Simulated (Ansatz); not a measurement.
## NaLiMnS$_{2}$ (P3m1), a vibration from a frozen displacement

All numbers below come from Ansatz 0.2.0, DFT PBE, scalar-relativistic, plane waves, PAW. Settings: plane waves to 420 eV, k-mesh 12×12×4 (Γ-centred), Gaussian smearing 0.05 eV. Collinear spins, started from moments 0.0, 0.0, 4.5, 0.1, 0.0 μB in atom order; the magnetic state may not be the lowest. Energies are free energies at this smearing, counted from the undisturbed cell; pressure is positive in compression.

The undisturbed cell (relaxed at this level; it needn't be the usual structure):

```
Na Li Mn S
1.0
     4.05843    0.00000    0.00000
    -2.02922    3.51470    0.00000
     0.00000    0.00000    6.81545
Na Li Mn S
1 1 1 2
Direct
  0.00000 0.00000 0.97633
  0.33333 0.66667 0.64660
  0.66667 0.33333 0.38243
  0.33333 0.66667 0.26596
  0.66667 0.33333 0.72867
```

Atom 2 (Li) is moved by x along the Cartesian unit vector (-0.842, -0.486, 0.232); the cell and all other atoms stay fixed. The cell's volume is 97.22 Å³; the moved atoms weigh 6.940 u together and the others 142.048 u.

```
  x (Å)  ΔE (meV/cell) total force on the moved atoms along the move (eV/Å) pressure (GPa)
-0.1000          15.20                                                0.2903          0.0553
-0.0333           1.79                                                0.1060          0.0068
 0.0000           0.00                                                0.0001          0.0020
 0.0667           7.89                                               -0.2444          0.0378
 0.1000          18.33                                               -0.3848          0.0812
```

Question: What frequency belongs to this motion?

Answer: The force constant is k = −dF/dx = 3.342 eV/Å², from the parabola through x = -0.0333, 0 and 0.0667. In every cell the moved atoms swing against the rest, so the mass is μ = m₁m₂/(m₁ + m₂) = 6.617 u, and ν̃ = 521.5 cm⁻¹ × √(|k|/μ) = 371 cm⁻¹. The pattern needn't be a normal mode: ν̃² is then a weighted mean of the squared nonzero frequencies at the zone centre of this cell, taken without macroscopic field, so it lies between the lowest and the highest of them.

Question: How far does the harmonic law reach?

Answer: At x = -0.100 Å, kx²/2 = 16.71 meV against the computed 15.20 meV (-9.0 %): the well softens in this direction at large amplitude.

Cost: 5 runs of about 7.8 core-minutes in all, on Arm Neoverse V2 (shared hosts).